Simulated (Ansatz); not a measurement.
**Formation energy of BiN in the WC-type structure**

Computed with Ansatz (plane waves, PAW, 420 eV cutoff): PBE, scalar-relativistic, no spin polarisation, 12×12×10 k-mesh, Gaussian smearing of 0.05 eV; PAW files: Ansatz's generated set soft_2.

The cell came from substitution into a structure type; no database entry of this phase was matched, which doesn't show that none exists.

Symmetry: P-6m2, No. 187, hexagonal system. Conventional cell: a = 3.489 Å, b = 3.489 Å, c = 3.265 Å, α = 90.00°, β = 90.00°, γ = 120.00°. Bi (site symmetry -6m2) has 6 N at 2.59 Å as nearest neighbours. N (site symmetry -6m2) is surrounded by 6 Bi at 2.59 Å. (Neighbours are counted to 15 % beyond the shortest distance.)

The elements were computed in their standard states (gases as isolated molecules) with the same datasets, cutoff and functional. Total energies depend on the potentials used, so only differences within one code and one set of settings carry meaning.

Energy of the relaxed cell (2 atoms, smearing extrapolated to zero): -12778.537 eV. Elements, in eV/atom: Bi -12396.551, N -384.013.

Task: What is the formation energy?

Result: [-12778.537 − (1 × -12396.551 + 1 × -384.013)] / 2 = 1.01 eV/atom, or 98 kJ per mole of atoms.

The value is for 0 K, without zero-point energy and without any correction for the binding of gas molecules. The functional's error in the binding of N₂ enters directly. A positive value means that this structure is unstable even against the elements at this level.

Scalar-relativistic only: spin–orbit splittings of the heavy atoms' levels are missing.
